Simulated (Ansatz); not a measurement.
The following input was run with Ansatz 0.2.0.

```yaml
crystal:
  lattice:
    - [3.009868281, 0.0, 0.0]
    - [0.0, 3.3167931255, 0.0]
    - [0.0, 0.0, 23.950993049]
  atoms:
    - { symbol: B, position: [0.0, 0.5, 0.3548913393] }
    - { symbol: W, position: [0.5, 0.0, 0.3911685045] }
    - { symbol: B, position: [0.0, 0.5, 0.4274456696] }
    - { symbol: B, position: [0.5, 0.5, 0.4637228348] }
    - { symbol: W, position: [0.0, 0.0, 0.5] }
    - { symbol: B, position: [0.5, 0.5, 0.5362771652] }
    - { symbol: B, position: [0.0, 0.5, 0.5725543304] }
    - { symbol: W, position: [0.5, 0.0, 0.6088314955] }
    - { symbol: B, position: [0.0, 0.5, 0.6451086607] }
basis:
  ecutwfc: 420
kpoints:
  mp_grid: { grid: [10, 9, 1] }
hamiltonian:
  xc: pbesol
scf:
  occupations: { method: gaussian, width: 0.1 }
output:
  forces: true
  eigenvalues: true
relax:
  adjacent_minimum: "off"
  f_tol: 0.03
  max_steps: 70
  constraints: [{ sites: [0, 1, 2, 3] }]
efield:
  axis: 3
  dipole_correction: true
```

It can be run as
```bash
ansatz run input.yaml --threads 1 --pin off --backend cpu --events-out ev --progress --plain --runs-dir out  # memory cap (--max-ram) not shown
```

Computed with DFT PBEsol, scalar-relativistic, plane waves, PAW (Ansatz 0.2.0).

From the run's log, abridged (final results; tables in files aren't shown):

```
SCF converged after 6 iterations
Free energy (F): -31682.682570 eV
Harris-Foulkes:  -31682.682570 eV  (|F-HF|=8.31e-9)
Internal energy: -31682.648557 eV  (E = F + TS)
E sigma→0 (E₀):  -31682.665563 eV
Entropy (-TS):   -0.034013 eV (-3.779 meV/atom)
Fermi energy:    2.931556 eV
Dipole field:    D = -0.000379 V/Å  (p = -0.000500 e·Å, saw-weighted, corrected)
Work function:   Φ+ = 5.6878 eV   Φ− = 5.6787 eV
Levels:          The Fermi level and band energies are counted from a zero that moves with the ramp; work functions are not
--- Per-component energies (eV) ---
  E_band       = -1184.665843
  E_kinetic    = 1643.204327
  E_local      = -61989.899159  (includes V_loc(G=0)·N_el)
  E_nonlocal   = 77.395143
  E_hartree    = 30212.897966
  E_xc         = -986.131584
  E_vxc        = -942.577460  (∫ρ·V_xc dr)
  E_paw        = -25761.254580  (= ΣΔE_a)
  E_vpaw       = -398.584060  (= ΣTr[D̂ρ^β])
  E_aug_tail   = -0.000179  (compensation charges beyond the density's cutoff)
  E_efield     = 0.000000  (sawtooth field / dipole correction)
  E_vefield    = 0.000009  (∫n·V_field dr)
  E_ewald      = 25120.385866
  E_core_change = 0.753642  (= ΣΔE_core)
  E_smearing   = -0.034013  (= −TS)
--- Forces (eV/Å), atoms counted from 1 ---
  atom   1  B      0.00000000     0.00000000     0.33786984
  atom   2  W      0.00000000     0.00000000    -0.25529357
  atom   3  B      0.00000000     0.00000000    -0.06041588
  atom   4  B      0.00000000     0.00000000    -0.02505588
  atom   5  W      0.00000000     0.00000000     0.00029160
  atom   6  B      0.00000000     0.00000000    -0.01125874
  atom   7  B      0.00000000     0.00000000     0.00371042
  atom   8  W      0.00000000     0.00000000     0.00977152
  atom   9  B      0.00000000     0.00000000     0.00041607
--- Band table (eV; the first three rows and the last of 30) ---
  k-point 0: bands = ["-71.9976", "-71.8289", "-71.8138", "-36.4205", "-36.3649", "-36.1168", "-36.1142", "-36.1082", "-35.9902", "-35.9105", "-35.8973", "-35.8900", "-12.3450", "-10.6240", "-8.8736", "-5.6934", "-3.5108", "-3.0333", "-2.3779", "-1.9974", "-1.8162", "-1.7700", "-1.7499", "-1.3103", "-0.8462", "-0.5399", "1.9302", "2.1733", "2.6414", "3.0546", "3.0727", "3.3096", "3.5406", "4.1419", "4.5157", "4.6012", "4.7193", "4.7679", "5.8170"]
  k-point 1: bands = ["-71.9970", "-71.8283", "-71.8132", "-36.4178", "-36.3870", "-36.1367", "-36.1281", "-36.1121", "-35.9882", "-35.9087", "-35.8955", "-35.8883", "-12.1561", "-10.4875", "-8.6660", "-5.8539", "-3.6706", "-3.0782", "-2.9969", "-2.0402", "-2.0389", "-1.7760", "-1.3010", "-1.0841", "-0.7463", "-0.3654", "1.7238", "1.9816", "2.0597", "2.3151", "2.7691", "3.5620", "3.7146", "4.0195", "4.1484", "4.9741", "5.0003", "5.0285", "6.0407"]
  k-point 2: bands = ["-71.9954", "-71.8268", "-71.8117", "-36.4423", "-36.4109", "-36.1865", "-36.1779", "-36.1068", "-35.9830", "-35.9039", "-35.8909", "-35.8839", "-11.6244", "-10.1421", "-8.0789", "-6.1126", "-4.7066", "-3.2654", "-3.1499", "-2.6158", "-2.2455", "-1.7191", "-1.2977", "-0.6288", "-0.5420", "0.2400", "1.3046", "1.5174", "1.5241", "1.7978", "2.6275", "2.9896", "3.0015", "4.5365", "4.5495", "4.9960", "5.0945", "5.2145", "6.5099"]
  k-point 29: bands = ["-71.9732", "-71.8065", "-71.7914", "-36.5110", "-36.4818", "-36.4006", "-36.2789", "-36.2260", "-36.2197", "-36.1387", "-35.9334", "-35.8964", "-9.1582", "-8.4516", "-8.3356", "-6.2898", "-5.0933", "-4.9263", "-3.9934", "-3.6112", "-3.3772", "-2.5513", "-2.0351", "-0.5200", "-0.4709", "-0.1908", "-0.1211", "2.7494", "2.9117", "3.8932", "4.0379", "4.2842", "4.8397", "5.1699", "5.5435", "6.7667", "7.1250", "7.4838", "7.7926"]
--- Relaxed structure (3 steps of the walk, 3 accepted, 0 SCFs on fresh bases) ---
  F+E_penalty+E_count = -31682.68256973 eV   max|allowed force component| = 1.126e-2 eV/Å
  atoms:
    - { symbol: B, position: [0.0, 0.5, 0.3548913393] }
    - { symbol: W, position: [0.5, 0.0, 0.3911685045] }
    - { symbol: B, position: [0.0, 0.5, 0.42744566] }
    - { symbol: B, position: [0.5, 0.5, 0.46372283] }
    - { symbol: W, position: [0.0, 0.0, 0.49989701] }
    - { symbol: B, position: [0.5, 0.5, 0.53593075] }
    - { symbol: B, position: [0.0, 0.5, 0.57179164] }
    - { symbol: W, position: [0.5, 0.0, 0.60954277] }
    - { symbol: B, position: [0.0, 0.5, 0.64370692] }
```

The relaxation met its thresholds.

Spin–orbit coupling is left out, which can shift energies with elements as heavy as these.